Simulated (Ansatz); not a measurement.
Na6MgCl8:
```
Na6MgCl8
1.0
    0.00000     5.57599     5.57599
    5.57599     0.00000     5.57599
    5.57599     5.57599     0.00000
Na Mg Cl
6 1 8
Direct
  0.50000   0.00000   0.00000
  0.50000   0.00000   0.50000
  0.00000   0.50000   0.50000
  0.00000   0.50000   0.00000
  0.50000   0.50000   0.00000
  0.00000   0.00000   0.50000
  0.00000   0.00000   0.00000
  0.25000   0.25000   0.25000
  0.75000   0.75000   0.75000
  0.77304   0.22696   0.22696
  0.22696   0.77304   0.77304
  0.22696   0.77304   0.22696
  0.77304   0.22696   0.77304
  0.22696   0.22696   0.77304
  0.77304   0.77304   0.22696
```

Relaxed with r²SCAN. Special points in fractions of this cell's reciprocal vectors: Γ (0.000, 0.000, 0.000); X (0.500, 0.000, 0.500); U (0.625, 0.250, 0.625); K (0.375, 0.375, 0.750); L (0.500, 0.500, 0.500); W (0.500, 0.250, 0.750).

**Question.** List the band energies nearest the valence-band maximum at these points for the program Ansatz at the r²SCAN level (PAW).

**Answer.** In eV from the valence-band maximum; about four levels below and three above (degenerate sets whole), none deeper than 8.9 eV; points with the same levels are listed once.

| k | below | above |
|---|---|---|
| Γ | -0.19 -0.19 -0.19 0.00 0.00 0.00 | 6.08 7.78 8.04 |
| X | -0.24 -0.24 -0.19 -0.16 -0.16 | 7.92 8.13 9.01 |
| U | -0.25 -0.24 -0.24 -0.10 | 8.08 8.23 8.25 |
| L | -0.15 -0.15 -0.08 -0.08 | 7.49 7.55 8.52 |
| W | -0.28 -0.18 -0.18 -0.18 | 8.24 8.38 8.44 8.44 |

Space group Fm-3m. The workflow started from a Materials Project entry (that database holds measured and hypothetical structures alike); the Crystallography Open Database copy checked does not list it. Whether it is the stable phase at ambient conditions was not checked. The cell was relaxed with r²SCAN under the symmetry of its start; its stability against distortions is not shown here.

Potentials: the later of the program's two PAW sets.
